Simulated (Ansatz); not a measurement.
VSi (CsCl type, space group No. 221) at seven volumes, r²SCAN in the plane-wave PAW code Ansatz, scaled uniformly. One row is withheld.

```csv
V (Å³/atom),P (GPa)
12.357,15.52
12.764,9.53
13.171,4.36
13.579,0.00
13.986,-3.66
14.394,-6.86
14.801,?
```

Task: Fit the shown pressures and predict the withheld one.

Result: Third-order Birch–Murnaghan: P = (3/2)B₀(x^(7/2) − x^(5/2))[1 + (3/4)(B′ − 4)(x − 1)] with x = (V₀/V)^(2/3). Least squares on the six rows gives V₀ = 13.581 Å³/atom, B₀ = 133.7 GPa, B′ = 4.37. At V = 14.801, x = 0.9443 and P = -9.53 GPa. The run itself gave -9.61 GPa.

Space group Pm-3m (CsCl type). The cell is a constructed one: a structure type filled with these elements; neither database checked (COD, Materials Project) lists it. Whether it is the stable phase at ambient conditions was not checked. The r²SCAN relaxation kept the symmetry of its start, as lowered by the spin order. At this level the phase is mechanically unstable. Magnetic state: antiferromagnetic, chosen from 3 collinear starts compared on coarse meshes (ties went to the first, and starts can fall back to one state), not a proven ground state. Other orbital occupations within this spin state were not tried.

Potentials: the earlier of the program's two PAW sets.
